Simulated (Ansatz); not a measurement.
**Pressure against volume in RbNbTe2**

The cell was found from a structure generator's guess, not taken from experiment.

All numbers below come from DFT PBE, scalar-relativistic, plane waves, PAW in Ansatz. Settings of the last relaxation (4-atom cell): 420 eV, 12×12×4 k points, Gaussian smearing of 0.02 eV, no spin polarisation.

```cif
data_structure
_symmetry_space_group_name_H-M 'P-6m2'
_symmetry_Int_Tables_number 187
_cell_length_a 3.8931
_cell_length_b 3.8931
_cell_length_c 9.1157
_cell_angle_alpha 90.000
_cell_angle_beta 90.000
_cell_angle_gamma 120.000
_cell_volume 119.65
loop_
_atom_site_label
_atom_site_type_symbol
_atom_site_symmetry_multiplicity
_atom_site_Wyckoff_symbol
_atom_site_fract_x
_atom_site_fract_y
_atom_site_fract_z
_atom_site_occupancy
Rb1 Rb 1 b 0.00000 0.00000 0.50000 1
Nb1 Nb 1 a 0.00000 0.00000 0.00000 1
Te1 Te 2 h 0.33333 0.66667 0.19098 1
```

The cell was set to several volumes, with shape and atoms relaxed at each where symmetry leaves them free. Pressure is positive in compression, and energies count from the lowest row.

| row | V (Å³/atom) | P (GPa) | ΔE (meV/atom) | gap on mesh (eV) |
| --- | --- | --- | --- | --- |
| 1 | 26.323 | 7.01 | 70.0 | 0.75 |
| 2 | 27.221 | 4.80 | 37.1 | 0.75 |
| 3 | 28.118 | ? | ? | ? |
| 4 | 29.015 | 1.33 | 3.7 | 0.67 |
| 5 | 29.913 | 0.00 | 0.0 | 0.60 |
| 6 | 30.810 | -1.15 | 3.3 | 0.53 |
| 7 | 31.707 | -2.09 | 12.4 | 0.46 |
| 8 | 32.904 | -3.13 | 32.0 | 0.36 |

Q: Find B = −V·ΔP/ΔV from rows 4 and 6 and from rows 1 and 2, and from the two its slope B′ and its value B0 at zero pressure.

A: Rows 4 and 6 give −(29.015 + 30.810)/2 × (-1.15 − (1.33))/(30.810 − 29.015) = 41.3 GPa at a mean pressure of 0.09 GPa. Rows 1 and 2 give −(26.323 + 27.221)/2 × (4.80 − (7.01))/(27.221 − 26.323) = 65.9 GPa at a mean pressure of 5.90 GPa. So B′ = (65.9 − 41.3)/(5.90 − (0.09)) = 4.23 and B0 = 41.3 − 4.23 × (0.09) = 40.9 GPa. A third-order Birch–Murnaghan fit to all the energies gives B0 = 41.0 GPa and B′ = 4.6.

Q: Estimate the pressure and energy of row 3.

A: From row 5, V0 = 29.913 × (1 + (0.00)/40.9) = 29.913 Å³/atom. Murnaghan's form P = (B0/B′)·[(V0/V)^B′ − 1] gives (40.9/4.23) × [(29.913/28.118)^4.23 − 1] = 2.89 GPa; the computed pressure is 2.93 GPa, so the estimate is off by -0.04 GPa. The work of compression from row 4, with the mean of the two pressures, gives ΔE = 3.7 + (2.89 + 1.33)/2 × (29.015 − 28.118)/160.2 × 1000 = 15.5 meV/atom (1 eV/Å³ = 160.2 GPa); the computed value is 15.5 meV/atom.

Q: Fit the gap against pressure through the other rows and estimate it at the computed pressure of row 3.

A: Over the 7 rows the mean pressure is 0.9671 GPa and the mean gap is 0.589 eV. The sums of products of deviations are S_xx = 82.89 and S_xy = 3.066, so the slope is 3.066/82.89 = 0.03699 (r = 0.93, rms misfit 0.05 eV). At 2.93 GPa the line gives 0.589 + (0.03699) × (2.93 − 0.9671) = 0.66 eV. The computed value is 0.73 eV, so the line is off by -0.07 eV, no more than the largest miss among the fitted rows (0.08 eV). The rows follow a line poorly: the gap bends, or the lowest transition changes along the series.

Spin–orbit coupling, which can matter for Te, is left out. Kohn–Sham gaps at this level usually fall short of measured ones. The missing spin–orbit coupling can work the other way here. All volumes keep the k mesh of the relaxed cell. A later test with randomly moved atoms came back to the same energy, though modes that don't fit the test's cell weren't probed.
